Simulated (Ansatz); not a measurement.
## MgS: energy along a strain

MgS, Fm-3m, a = 5.203 Å (as given, not relaxed at this level: -3.3 GPa). Ansatz: LDA, PAW, 420 eV, Γ-centred 8×8×8 mesh on 2 atoms, Gaussian smearing 0.05 eV; no spin polarisation. Cell vectors (Å): 0.000 2.602 2.602; 2.602 0.000 2.602; 2.602 2.602 0.000. The cell is strained by x per cent times the pattern (1 -1 0 0 0 0) in the order xx yy zz yz xz xy (engineering shears), with fractional coordinates held. y is the free energy over the start, V0 = 17.609 Å³/atom. Symmetry makes y even in x. Points with a strain past 8.5 % were computed too (4) and aren't used here.

```
x (%) y (meV/atom)
-7.50         61.73
 0.00          0.00
 1.87             ?
 3.75         14.47
 5.62         33.38
```

Question: Fit y = c2 x² + c4 x⁴ to the other rows, get the stiffness along the pattern, and predict the missing energy.

Answer: Least squares on the rows shown. y = 1.0054 x² + 0.0016357 x⁴. The clamped-ion stiffness p·C·p = 2 × 10.05 eV × 160.2 / 17.609 Å³ = 183 GPa (second derivative at the start, which stands under stress). At x = 1.87 the fit asked for gives 3.54 meV/atom. The run gave 3.54 meV/atom, the same to the digits shown.